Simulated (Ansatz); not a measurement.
Rb2TlInCl6:
```xyz
10
Lattice="0.0000 5.3505 5.3505 5.3505 0.0000 5.3505 5.3505 5.3505 0.0000" Properties=species:S:1:pos:R:3 pbc="T T T"
Rb     8.0257     8.0257     8.0257
Rb     2.6752     2.6752     2.6752
Tl     5.3505     5.3505     5.3505
In     0.0000     0.0000     0.0000
Cl     2.4830     5.3505     5.3505
Cl     8.2180     5.3505     5.3505
Cl     5.3505     2.4830     5.3505
Cl     5.3505     8.2180     5.3505
Cl     5.3505     5.3505     2.4830
Cl     5.3505     5.3505     8.2180
```

Tensor components refer to the Cartesian frame of this cell.

Problem. Give the high-frequency dielectric tensor and the Born effective charge tensors of the independent atoms from DFPT, LDA in the plane-wave PAW code Ansatz.

Solution. 
ε∞:
```
3.68  0.00  0.00
0.00  3.68  0.00
0.00  0.00  3.68
```
Z* of atom 1 (Rb), rows: field, columns: displacement, in e:
```
1.31  0.00  0.00
0.00  1.31  0.00
0.00  0.00  1.31
```
Z* of atom 3 (Tl), rows: field, columns: displacement, in e:
```
1.92  0.00  0.00
0.00  1.92  0.00
0.00  0.00  1.92
```
Z* of atom 4 (In), rows: field, columns: displacement, in e:
```
3.88  0.00  0.00
0.00  3.88  0.00
0.00  0.00  3.88
```
Z* of atom 5 (Cl), rows: field, columns: displacement, in e:
```
-2.42   0.00   0.00
 0.00  -0.89   0.00
 0.00   0.00  -0.89
```

Space group Fm-3m. The workflow started from a Materials Project entry (that database holds measured and hypothetical structures alike); the Crystallography Open Database copy checked does not list it. Its standing as an ambient phase is unchecked. The LDA relaxation kept the symmetry of its start. At this level the phase is dynamically unstable (imaginary phonons). Spin–orbit coupling is left out wherever it is not named.

Potentials: the later of the program's two PAW sets.
